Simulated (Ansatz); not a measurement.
A geometry of Ru away from equilibrium: the start of the relaxation of a relaxed Ru cell displaced along its unstable phonon at q = (½, 0, 0) of its primitive reciprocal cell (262i cm⁻¹), largest move 0.15 Å. The numbers are results of r2SCAN (plane waves to 500 eV, PAW, scalar-relativistic; Ansatz, a quantum-chemistry and plane-wave program), not measurements. Γ-centred k-mesh 15×15×15 on the run's cell (coarser than for final values), Fermi–Dirac smearing 0.05 eV.

```xyz
2
Lattice="-3.0327 3.0327 3.0327 1.5163 -1.5163 1.5163 1.5163 1.5163 -1.5163" Properties=species:S:1:pos:R:3:forces:R:3 pbc="T T T" free_energy=-11780.602 pressure_GPa=-2.9
Ru     0.0000     0.1061    -0.1061    0.0000    1.2984   -1.2984
Ru     1.5163     1.4103     1.6224    0.0000   -1.2984    1.2984
```

Positions in Å, forces in eV/Å, free energy of the cell in eV (comparable only within this code, potentials and settings). Largest force: 1.84 eV/Å, on Ru1, Ru2 (atoms numbered as listed); the geometry lies 0.45 eV/atom above the end of its relaxation.

No spin polarisation in the result.

The run could not lose the symmetry of its start.

Of the parent cell (Im-3m (No. 229)): it is a generated cell of Ru: the first start was made by placing the elements on the sites of a structure type, and the end was not matched to a known phase here, so it may be hypothetical. Known forms of Ru include space group No. 194.
